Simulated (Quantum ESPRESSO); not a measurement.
```
CdI2
1.0
    4.24206     0.00000     0.00000
   -2.12103     3.67373     0.00000
    0.00000     0.00000     6.81717
Cd I
1 2
Direct
  0.00000   0.00000   0.00000
  0.33333   0.66667   0.25359
  0.66667   0.33333   0.74641
```

Cell and atoms were relaxed with PBE+D3(BJ) from Materials Project entry mp-567259, within its symmetry.

Task: What does PBEsol (pw.x of Quantum ESPRESSO, ONCV potentials, with spin-orbit coupling) give for the electronic structure near the Fermi level?

Result: The PBEsol gap is indirect, 1.93 eV, from A to 20 % of the way from L to M; the smallest direct gap is 2.15 eV. Another conduction extremum on the path lies within 0.02 eV, too close to call.
